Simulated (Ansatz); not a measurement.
RuW (rock salt, Fm-3m), the program Ansatz at the r²SCAN level (PAW), all energies at zero smearing, with the estimated change up to a 700 eV cutoff added, with one set of potentials and settings (totals compare only within such a set). Cell of 2 atoms (1 Ru, 1 W): -16285.988 eV.

```
element                reference phase  E (eV/atom)
-------  -----------------------------  -----------
Ru       P6_3/mmc, 2 atoms in the cell   -5890.7039
W           Im-3m, 1 atoms in the cell  -10397.2967
```

Formation energy per atom, worked out: (-16285.988 − 1×(-5890.7039) − 1×(-10397.2967))/2 = 1.006 eV/atom (97 kJ per mol of atoms), at 0 K, without zero-point energy or fitted corrections.

The start of the workflow was typed in or built on a structure type; neither database checked (COD, Materials Project) lists it. Whether it is the stable phase at ambient conditions was not checked. The r²SCAN relaxation kept the symmetry of its start. At this level the phase is mechanically unstable. The run is not spin-polarised. Its formation energy is positive at this level, so the cell may be metastable or incomplete. The references are the lowest solids computed at this level, not always the standard phases. Spin–orbit coupling is left out wherever it is not named.

Potentials: the later of the program's two PAW sets.
